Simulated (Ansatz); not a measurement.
Values for one crystal, relaxed and computed with r²SCAN (plane waves, PAW; program Ansatz); other levels are named.

* **Volume per atom**: 10.13 Å³
* **Electronic character**: metallic (no gap)
* **Bulk modulus (Birch–Murnaghan fit)**: 2750 kbar
* **Mechanical stability**: stable (all eigenvalues of C positive)
* **Density of states at the Fermi level**: 1.0 states/eV per atom (mean over ±0.08 eV)
* **Poisson's ratio**: 0.31
* **Elastic constants (relaxed ions, GPa)**: C11 = 474, C12 = 185, C13 = 157, C33 = 528, C44 = 79.3

Problem. Which compound is it?
A) Co3Si, P6_3/mmc (Co on 6h, Si on 2c)
B) SiC, rock salt
C) LaSi2, I4_1/amd (La on 4b, Si on 8e)
D) Y3Si5, P-62m (Y on 3f, Si on 2d, Si on 3g)

Solution. A, Co3Si, P6_3/mmc (Co on 6h, Si on 2c)

The workflow started from a Materials Project entry (that database holds measured and hypothetical structures alike); the Crystallography Open Database copy checked does not list it. Whether it is the stable phase at ambient conditions was not checked. Symmetry was held in the r²SCAN relaxation; its stability against distortions is not shown here. The run is not spin-polarised. As this level gives no gap, shear constants depend on the k-mesh and smearing (Fermi–Dirac, 0.1 eV here). On the denser mesh and wider smearing of the elastic run this cell carries a stress of 0.4 GPa.

Potentials: the later of the program's two PAW sets.
